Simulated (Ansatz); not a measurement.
Data:

Br:
```
Br
1.0
    3.60009    -2.01114     0.00000
    3.60009     2.01114     0.00000
    0.00000     0.00000     8.53234
Br
4
Direct
  0.65426   0.34574   0.37994
  0.84574   0.15426   0.87994
  0.15426   0.84574   0.12006
  0.34574   0.65426   0.62006
```

This is the PBEsol-relaxed structure. Cartesian axes are those of the cell as given.

Problem. All from the program Ansatz at the PBEsol level (PAW), unless another level is named. Give the band gap.

Solution. 1.20 eV (indirect).

Problem. Predict the smallest direct gap on the standard path.

Solution. 1.27 eV.

Problem. And the valence-band maximum?

Solution. at Γ.

Problem. Give the conduction-band minimum.

Solution. on the Δ0–Γ line, 82 % of the way from Δ0 (k = -0.062, 0.057, 0.000) (2 equivalent valleys).

Space group Cmce (molecular I2 type). Symmetry was held in the PBEsol relaxation. The substance is a gas or liquid at ambient conditions; this is its low-temperature solid. A crystal of weakly bound units computed without a dispersion correction: the cell and the soft elastic constants depend strongly on that. Scalar-relativistic: spin–orbit coupling is off unless named, which matters more the heavier the elements.

Potentials: the later of the program's two PAW sets.
